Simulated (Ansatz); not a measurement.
The relaxed structure here is a generated cell of Ta: the first start was made by placing the elements on the sites of a structure type, and the end was not matched to a known phase here, so it may be hypothetical. Known forms of Ta include space group No. 229.

A relaxed structure of Ta. Level of theory: r2SCAN (plane waves to 500 eV, PAW, scalar-relativistic; Ansatz, a first-principles code).

```
CELL_PARAMETERS angstrom
      2.87571     0.00000     0.00000
     -1.43786     2.49044     0.00000
      0.00000     0.00000     2.71744
ATOMIC_POSITIONS crystal
  Ta 0.00000 0.00000 0.00000
```

Question: Determine the symmetry and give the standard cell with its independent sites.

Answer: Space group P6/mmm (No. 191); a = 2.876 Å, b = 2.876 Å, c = 2.717 Å, α = 90.00°, β = 90.00°, γ = 120.00°

| atom | site | symmetry | x | y | z |
|---|---|---|---|---|---|
| Ta | 1a | 6/mmm | 0.0000 | 0.0000 | 0.0000 |

This is the AFLOW prototype A_hP1_191_a (A_f, as in Sn).

Question: Give the shortest distances between elements (the closest pairs, up to four, under 3.6 Å).

Answer: Ta–Ta 2.72 Å.

Volume per atom: 19.46 Å³
Band gap: no gap (metallic)

No spin polarisation in the result.

The run could not lose the symmetry of its start: the end is stationary, and may be a saddle point rather than a minimum.

It was reached from a disturbed copy of a Pm-3m (No. 221) cell (simple cubic type), against which it lies -0.50 eV/atom.
